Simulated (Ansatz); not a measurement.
The elements of this relaxed trial crystal are hidden behind letters.

```
lattice vectors (Å)
   4.4434    0.0000    0.0000
  -2.2217    3.8481    0.0000
   0.0000    0.0000    6.3082
fractional positions
X 0.6667 0.3333 0.0000
X 0.0000 0.0000 0.5000
Z 0.0000 0.0000 0.8677
Z 0.0000 0.0000 0.1323
Z 0.2078 0.7922 0.0000
Z 0.2078 0.4156 0.0000
Z 0.5844 0.7922 0.0000
Q 0.3333 0.6667 0.5000
```

These are results of Ansatz, DFT PBE, scalar-relativistic, plane waves, PAW, not measurements. The final run on the 8-atom cell used 420 eV, a Γ-centred 12×12×6 mesh, 0.10 eV smearing and no spin polarisation.

* Space group: P-6m2 (No. 187)
* Conventional cell: a = 4.443 Å, c = 6.308 Å
* Volume per atom: 13.48 Å³
* Density: 2.51 g/cm³
* Energy over the elements: −0.46 eV/atom
* Gap on the 12×12×6 mesh of the 8-atom cell: 0 eV (a metal)

Energies are uncorrected and count from the elements' standard states at the same level.

Question: X is a d-block element of period 4, Z is a p-block element of period 2 and Q is a p-block element of period 2. Which elements are they?

Answer: X = Sc, Z = B, Q = F, so the formula is Sc2B5F. Density times volume gives a mean mass of 2.51 × 13.48/1.6605 = 20.4 u per atom, and this set has 20.4 u. Among the elements that the hints allow, noble gases aside, only these give it. Sc on its first site has 6 B at 2.24 Å and 6 B at 2.70 Å; B on a site of symmetry 3m is surrounded by 1 B at 1.67 Å, 3 B at 1.80 Å, 1 Sc at 2.32 Å and 3 Sc at 2.70 Å; F has 3 Sc at 2.57 Å; 2 more sites not described.

Symmetry constrained the relaxation, so the result can be a saddle point.
